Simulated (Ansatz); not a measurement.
TiS2 in space group Pnnm (No. 58; Ti on 2a, S on 4g), PBE in the plane-wave PAW code Ansatz, all energies at zero smearing, with the estimated change up to a 700 eV cutoff added, with one set of potentials and settings (totals compare only within such a set). Cell of 6 atoms (2 Ti, 4 S): -8614.709 eV.

```csv
element,reference phase,E (eV/atom)
Ti,"P6/mmm, 3 atoms in the cell",-2499.6739
S,"Fddd, 32 atoms in the cell",-902.0599
```

Formation energy per atom, worked out: (-8614.709 − 2×(-2499.6739) − 4×(-902.0599))/6 = -1.187 eV/atom (-115 kJ per mol of atoms), at 0 K, without zero-point energy or fitted corrections.

A made-up cell: these elements were put on the sites of a structure type; the Crystallography Open Database copy checked does not list it. It is not the phase usual at ambient conditions (space group No. 164). The cell was relaxed with PBE under the symmetry of its start; its stability against distortions is not shown here. No spin polarisation was allowed. The references are the lowest solids computed at this level, not always the standard phases.

Potentials: the later of the program's two PAW sets.
